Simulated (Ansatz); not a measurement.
Take a crystal in which Li has been replaced by Na on all its sites, with the cell rescaled by a rough guess (in some cases also distorted within its space group) and nothing relaxed:

```xyz
4
Lattice="5.3474 0.0000 0.0000 0.0000 5.3474 0.0000 0.0000 0.0000 5.3474" Properties=species:S:1:pos:R:3 pbc="T T T"
Na    4.6559    0.6915    3.3653
Na    1.9822    1.9822    1.9822
Na    0.6915    3.3653    4.6559
Na    3.3653    4.6559    0.6915
```

Method: DFT PBEsol, scalar-relativistic, plane waves, PAW (Ansatz).

Plane waves to 420 eV, a k mesh through Γ of 8×8×8 on the computed 4-atom cell and Gaussian smearing (0.10 eV); no spin polarisation.

Question: Will this cell want to expand or contract, and how hard?

Answer: The pressure is 0.8 GPa (positive in compression), so the cell would expand.

Question: Is it a metal on this mesh?

Answer: Yes, a band crosses the Fermi level.

This form isn't the element's structure at ambient conditions.